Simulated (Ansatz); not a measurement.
Values for one crystal, relaxed and computed with plane-wave PAW LDA (Ansatz code); other levels are named.

- Volume per atom = 8.06 Å³
- Band gap = 4.71 eV (indirect)
- Bulk modulus (Birch–Murnaghan fit) = 276 GPa
- Pressure derivative B′ = 3.9
- Hole effective mass, band 1 of 3 at the edge = 0.90 along [100], 5.7 along [110], 2.1 along [111] (mₑ)
- Electron effective mass = 0.34, 0.34, 0.59 mₑ (principal values)
- Mechanical stability = stable (all eigenvalues of C positive)

**Question.** Which compound is it?
A) BAs, Pnma (B on 4c, As on 4c)
B) CuI, P4/nmm (Cu on 2b, I on 2c)
C) AlN, rock salt
D) LiTaO3, P4mm (Ta on 1b, Li on 1a, O on 1b, O on 2c)

**Answer.** C, AlN, rock salt

Space group Fm-3m (rock salt). This is a known high-pressure phase of the composition, computed here at zero pressure and temperature. The LDA relaxation kept the symmetry of its start; phonons on a q-mesh show no instability. The volume moved by -39 % from the start of the relaxation.

Potentials: the earlier of the program's two PAW sets.
